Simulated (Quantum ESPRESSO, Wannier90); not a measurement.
Wannierisation of SnSe2 (CdI2 type)

```xyz
3
Lattice="3.8419 0.0000 0.0000 -1.9210 3.3272 0.0000 0.0000 0.0000 6.4859" Properties=species:S:1:pos:R:3 pbc="T T T"
Sn     0.0000     0.0000     0.0000
Se    -1.9210     1.1091    -1.5754
Se     1.9210    -1.1091     1.5754
```

Cell from Materials Project (mp-665), symmetrised, no further relaxation. COD (Crystallography Open Database) has the formula in 2 space groups, this one among them (matched by group alone). Method: PBEsol plane waves in Quantum ESPRESSO 7.5 (PseudoDojo norm-conserving files, 69 Ry, no spin polarisation, no spin-orbit coupling), Bloch states on a 12×12×6 mesh through Γ, Wannier90 4.0.1. Density: 12×12×6 mesh, Gaussian smearing 0.01 Ry. The cell is built of weakly bound layers, chains or molecules, whose nearest atoms lie 4.01 Å apart. Database cells relaxed without dispersion often hold them too far apart, which can enlarge gaps and weakens couplings between them; spacing and stacking were not compared with the measured crystal. Spin-orbit coupling is left out although heavy elements are present.

Bands 16-23 form an isolated set from -13.64 to -0.02 eV relative to the valence-band maximum (on the path) and are turned into 8 Wannier functions by minimising the spread from the start: SCDM (isolated).

Where do the functions sit, how wide are they and what are they made of?


```tsv
functions	spread (Å²)	nearest atom, distance (Å)	second atom, distance (Å)	weight on atomic waves
6	2.20	Se 0.90	Sn 1.82	Se 4p 57 %, Sn 5p 18 %, Se 4s 13 %
2	1.88	Se 0.40	Sn 2.97	Se 4s 50 %, Se 4p 45 %
```

Ω_I = 15.34 Å², Ω_total = 16.93 Å²; the interpolated bands follow pw.x to 1.4 meV rms on the path. It is the lowest total spread that any start reached here.
